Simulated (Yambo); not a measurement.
Yambo run on KScMo₂O₈ (space group P-3m1, No. 164). The wavefunctions are norm-conserving LDA (Quantum ESPRESSO, 84 Ry, scalar-relativistic) ones on a 3×3×2 mesh (48 occupied bands); a = 5.8850 Å, b = 5.8850 Å, c = 7.4049 Å, α = 90.00°, β = 90.00°, γ = 120.00°.

Yambo input:

```
rim_cut
HF_and_locXC
RandQpts= 1000000
RandGvec= 1 Ry
EXXRLvcs= 84 Ry
VXCRLvcs= 336 Ry
% QPkrange
 1 | 1 | 48 | 49 |
 2 | 2 | 48 | 49 |
 5 | 5 | 48 | 49 |
 6 | 6 | 48 | 49 |
%
```

k points by index: 1 = Γ, 2 = A, 5 = K, 6 = H.

The o-*.hf file then holds:

```
#    K-point    Band    Eo [eV]    Ehf [eV]    Vxc [eV]    Vnlxc [eV]
#
    1    48    0.000000    -5.034753    -19.41879    -24.45355
    1    49    3.396978    9.230220    -17.87894    -12.04570
    2    48    -0.002156    -5.035353    -19.41191    -24.44511
    2    49    3.485864    9.290416    -18.12469    -12.32014
    5    48    -0.238806    -5.347821    -19.00306    -24.11208
    5    49    3.852019    9.496181    -18.53605    -12.89189
    6    48    -0.261638    -5.366165    -18.92561    -24.03013
    6    49    3.903859    9.572767    -18.53645    -12.86755
```
Exchange alone, without screening.

Spin-orbit coupling is not included.

Geometry of the Materials Project entry, not relaxed at this level.

The structure is a Materials Project entry; no match was found in the copy of COD used, and its stability was not checked.
